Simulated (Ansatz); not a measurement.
A geometry of SnO2 away from equilibrium: the start of the relaxation of a generated cell, SnO2 placed in the 2H-MoS2 structure type. Computed with r2SCAN (plane waves to 500 eV, PAW, scalar-relativistic; Ansatz, a quantum-chemistry and plane-wave program). Γ-centred k-mesh 14×14×4 on the run's cell, Fermi–Dirac smearing 0.05 eV.

```xyz
6
Lattice="2.6737 0.0000 0.0000 -1.3368 2.3155 0.0000 0.0000 0.0000 10.3996" Properties=species:S:1:pos:R:3 pbc="T T T"
Sn     0.0000     1.5437     2.5999
Sn     1.3368     0.7718     7.7997
O      0.0000     1.5437     6.5257
O      1.3368     0.7718     1.3259
O      1.3368     0.7718     3.8738
O      0.0000     1.5437     9.0736
```

Q: Which atoms carry the largest force, and which way does it point?

A: 0.55 eV/Å, on O3, O4, O5, O6 (atoms numbered as listed); on O5 its components are (0.00, 0.00, 0.55).

Q: What is the pressure?

A: +72.1 GPa, compression positive.

No spin polarisation in the result. Without a van der Waals term the distances between weakly bound units are poorly fixed.

The run could not lose the symmetry of its start.

The first start was generated by placing the elements on the sites of a structure type. Materials Project lists a structure of SnO2 in the same space group, P6₃/mmc (No. 194); the sites were not compared with it, nor with measured phases. Known forms of SnO2 include space group No. 136.
